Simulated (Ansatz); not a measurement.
Calculated with Ansatz: La$_{2}$NiO$_{4}$, settings compared

The input file (Ansatz 0.2.0, plane waves):

```yaml
crystal:
  lattice:
    - [-1.9584439, 1.9584439, 6.40839628]
    - [1.9584439, -1.9584439, 6.40839628]
    - [1.9584439, 1.9584439, -6.40839628]
  atoms:
    - { symbol: La, position: [0.3625, 0.3625, 0.0] }
    - { symbol: La, position: [0.6375, 0.6375, 0.0] }
    - { symbol: Ni, position: [0.0, 0.0, 0.0], spin: 1.6 }
    - { symbol: O, position: [0.5, 0.0, 0.5] }
    - { symbol: O, position: [0.0, 0.5, 0.5] }
    - { symbol: O, position: [0.1797, 0.1797, 0.0] }
    - { symbol: O, position: [0.8203, 0.8203, 0.0] }
kpoints:
  mp_grid: { grid: [6, 6, 6], shift: [0, 0, 0] }
magnetization:
  spin_polarized: true
scf:
  occupations: { method: fermi_dirac }
hamiltonian:
  pseudopotentials: { kind: paw }
  xc: r2scan
  hubbard:
    projectors: all-electron-ortho-atomic
    sites: [{ species: Ni, l: d, u_eff: 1.56 }]
basis:
  ecutwfc: 500
output:
  forces: true
  stress: true
  eigenvalues: true
relax:
  max_steps: 40
  cell: {}
```

Launch command:

```bash
ansatz run input.yaml --threads 1 --pin off --max-ram 2560MiB --backend cpu --events-out ev --progress --plain --runs-dir out
```

Origin of the cell: a database entry, scaled a little.

The smearing width isn't typed, so it takes its default of 0.1 eV.

Output of this run (shortened):

```
SCF iter   1: F=—  HF=-20658.343254 eV  Δρ=1.19e-1  dr2=1.59e1  dr2_τ=4.28e-2  dr2_m=1.91e0  M=0.776 μB ∫|m|=0.793 μB
SCF iter   2: F=—  HF=-20657.282792 eV  Δρ=3.19e-2  dr2=8.33e-1  dr2_τ=4.99e-2  dr2_m=1.43e-1  M=1.377 μB ∫|m|=1.420 μB  defer=81  κ⁻¹=1.0e0(r=1)
SCF iter   3: F=—  HF=-20657.647490 eV  Δρ=1.97e-2  dr2=5.28e-1  dr2_τ=7.16e-3  dr2_m=5.35e-2  M=1.537 μB ∫|m|=1.593 μB  κ⁻¹=4.2e-3(r=2)
SCF iter   4: F=—  HF=-20658.038216 eV  Δρ=1.15e-2  dr2=1.85e-1  dr2_τ=2.04e-3  dr2_m=5.61e-2  M=1.706 μB ∫|m|=1.764 μB  κ⁻¹=1.8e-3(r=3)
SCF iter   5: F=—  HF=-20658.277068 eV  Δρ=1.37e-2  dr2=9.81e-2  dr2_τ=1.28e-3  dr2_m=8.49e-2  M=1.899 μB ∫|m|=1.960 μB  κ⁻¹=5.6e-5(r=4)
[… 9 lines left out …]
SCF iter  15: F=—  HF=-20658.743961 eV  Δρ=3.38e-5  dr2=4.50e-6  dr2_τ=2.00e-8  dr2_m=4.63e-8  M=1.990 μB ∫|m|=2.062 μB  κ⁻¹=1.0e-5(r=8)
SCF iter  16: F=—  HF=-20658.743963 eV  Δρ=1.81e-5  dr2=2.12e-6  dr2_τ=4.92e-9  dr2_m=4.77e-8  M=1.990 μB ∫|m|=2.062 μB  κ⁻¹=1.6e-5(r=8)
SCF iter  17: F=—  HF=-20658.743963 eV  Δρ=1.59e-5  dr2=6.09e-7  dr2_τ=1.90e-9  dr2_m=1.04e-8  M=1.990 μB ∫|m|=2.062 μB  κ⁻¹=1.1e-5(r=8)
SCF iter  18: F=—  HF=-20658.743963 eV  Δρ=1.09e-5  dr2=3.33e-7  dr2_τ=2.43e-9  dr2_m=1.87e-9  M=1.990 μB ∫|m|=2.062 μB  κ⁻¹=9.9e-6(r=8)
SCF iter  19: F=-20658.743963 eV  HF=-20658.743963 eV  Δρ=5.26e-6  dr2=5.63e-8  dr2_τ=3.86e-10  dr2_m=2.00e-9  M=1.990 μB ∫|m|=2.062 μB
relax step   1: F+E_penalty+E_count = -20658.743963 eV  Δ(F+E_penalty+E_count) = +0.000e0 eV  max|allowed force component| = 3.380e-1 eV/Å  Δτ_max = 0.0000 Å  P = -5.493 GPa  Ω = 98.318 Å³  ( […]
relax step   2: F+E_penalty+E_count = -20658.447794 eV  Δ(F+E_penalty+E_count) = +2.962e-1 eV  max|allowed force component| = 2.930e0 eV/Å  Δτ_max = 0.1152 Å  P = +6.120 GPa  Ω = 92.354 Å³  e […]
relax step   3: F+E_penalty+E_count = -20658.826085 eV  Δ(F+E_penalty+E_count) = -8.212e-2 eV  max|allowed force component| = 2.801e-1 eV/Å  Δτ_max = 0.0349 Å  P = -0.987 GPa  Ω = 95.194 Å³ […]
relax step   4: F+E_penalty+E_count = -20658.831687 eV  Δ(F+E_penalty+E_count) = -5.603e-3 eV  max|allowed force component| = 5.688e-2 eV/Å  Δτ_max = 0.0131 Å  P = +0.121 GPa  Ω = 94.637 Å³ […]
relax step   5: F+E_penalty+E_count = -20658.831806 eV  Δ(F+E_penalty+E_count) = -1.185e-4 eV  max|allowed force component| = 3.500e-3 eV/Å  Δτ_max = 0.0021 Å  P = -0.004 GPa  Ω = 94.696 Å³ […]
relax step   6: F+E_penalty+E_count = -20658.829425 eV  Δ(F+E_penalty+E_count) = +2.381e-3 eV  max|allowed force component| = 3.328e-3 eV/Å  Δτ_max = 0.0000 Å  P = +0.005 GPa  Ω = 94.696 Å³  stress off target by 5.21e-3 GPa […]
SCF 1 converged in 19 iterations: F = -20658.829425 eV  dr2 = 3.79e-8
a single-point calculation of the run's input, under the relaxation's own `scf.mixing.negative_modes` where the relaxation goes by `scf.lower_state_search: light` itself or types `scf.max_ite […]
SCF converged after 12 iterations
Stability not checked: this state was not tested for a lower state beside it, because the mixer in use, unlike msr1, does not test its closes by its own steps (another_mixer; see scf.mixing.algorithm and scf.lower_state_search)
Magnetization: 1.9901 μB (32.9950 up, 31.0050 down)
Absolute magnetization: 2.0613 μB (∫|ρ↑−ρ↓|, with the PAW one-centre terms)
Spin contamination: 0.0080 ħ² per cell (⟨S²⟩ above its minimum at these occupations)
Per-site moments (μB) at R_I (Å): [(0.001349, 0.959890), (0.001349, 0.959890), (1.642007, 0.802769), (0.085366, 0.802769), (0.085366, 0.802769), (0.056829, 0.915485), (0.056829, 0.915485)]
Free energy (F): -20658.829425 eV
Harris-Foulkes:  -20658.829425 eV  (|F-HF|=3.64e-12)
Internal energy: -20658.825361 eV  (E = F + TS)
E sigma→0 (E₀):  -20658.827393 eV
Entropy (-TS):   -0.004064 eV (-0.581 meV/atom)
Fermi energy:    14.052450 eV
--- Per-component energies (eV) ---
  E_band       = -376.188217
  E_kinetic    = 1366.272715
  E_local      = -7252.537713  (includes V_loc(G=0)·N_el)
  E_nonlocal   = 1025.559785
  E_hartree    = 3068.007704
  E_xc         = -639.127422
  E_vxc        = -862.430763  (∫ρ·V_xc dr)
  E_hubbard    = 0.282617  (on-site DFT+U / exact-exchange correction)
  E_vhub       = -5.878772  (the Hubbard potential's part of the band-sum identity)
  E_paw        = -13161.387989  (= ΣΔE_a)
  E_vpaw       = -834.574989  (= ΣTr[D̂ρ^β])
  E_aug_tail   = 0.004540  (compensation charges beyond the density's cutoff)
  E_vtau       = 51.381676  (kinetic-family band-sum trace: ∫τ·v_τ [+ j·A + Jᵃ·Aᵃ] dr)
  E_ewald      = -5065.608790
  E_core_change = -0.290807  (= ΣΔE_core)
  E_smearing   = -0.004064  (= −TS)
  Σ components = -20658.829425   (vs F -20658.829425, Δ=0.00e0)
--- Forces (eV/Å), atoms counted from 1 ---
  atom   1  La     0.000000    -0.000000    -0.003328
  atom   2  La     0.000000    -0.000000     0.003328
  atom   3  Ni     0.000000     0.000000     0.000000
  atom   4  O      0.000000     0.000000     0.000000
  atom   5  O      0.000000     0.000000     0.000000
  atom   6  O      0.000000     0.000000     0.001593
  atom   7  O      0.000000     0.000000    -0.001593
  max |Σ_I F_I| component: 6.51e-19 eV/Å
--- Stress (GPa, compression-positive) ---
        0.005206       0.000000       0.000000
        0.000000       0.005206      -0.000000
       -0.000000       0.000000       0.003515
  P = ⅓ Tr σ = 0.0046 GPa (0.046 kbar)
--- Relaxed structure (5 steps of the walk, 4 accepted, 1 SCFs on fresh bases) ---
  F+E_penalty+E_count = -20658.829425 eV   max|allowed force component| = 3.328e-3 eV/Å   (the final SCF, on the basis selected at the relaxed cell)
  cell:  # Å, volume = 94.6959 Å³
    - [-1.946106, 1.946106, 6.250838]
    - [1.946106, -1.946106, 6.250838]
    - [1.946106, 1.946106, -6.250838]
  atoms:
    - { symbol: La, position: [0.363660, 0.363660, 0.0] }
    - { symbol: La, position: [0.636340, 0.636340, 0.0] }
    - { symbol: Ni, position: [0.0, 0.0, 0.0] }
    - { symbol: O, position: [0.5, 0.0, 0.5] }
    - { symbol: O, position: [0.0, 0.5, 0.5] }
    - { symbol: O, position: [0.177525, 0.177525, 0.0] }
    - { symbol: O, position: [0.822475, 0.822475, 0.0] }
```

The same input was run again with these changes:

1. `accuracy` default → low
2. `basis.ecutwfc` 500 → "51.4 Ry"; `scf.occupations.method` fermi_dirac → methfessel_paxton; `scf.occupations.width` default → 0.1
3. `magnetization` { spin_polarized: true } → { spin_polarized: true } (starts: flip); typed moments: Ni3 -1.6

```tsv
run	end	SCF iterations	volume (Å³/atom)	max force component (eV/Å)	moment (μB)	ΔE(σ→0) (meV/atom)
base	converged	95	13.53	0.003	1.99	0
1	converged	95	13.53	0.003	1.99	0.00
2	converged	91	13.53	0.003	2.00	-3.30
3	converged	95	13.53	0.003	1.99	0.00
```

Energies are compared only where functional, datasets, charge and starting cell are the same.

Caveats of the base run: no spin-orbit coupling, though heavy elements are present; one start, so the magnetic state may not be the lowest; the end state was compared with a single point and may differ; the k mesh is coarse if the cell is a metal; the relaxation held the start's symmetry, so the end may be a saddle point.

The base run took 3.3 min on 1 thread of Intel(R) Xeon(R) 6975P-C (Granite Rapids), with other jobs on the host, peak memory 0.99 GiB, from the program's own first density.
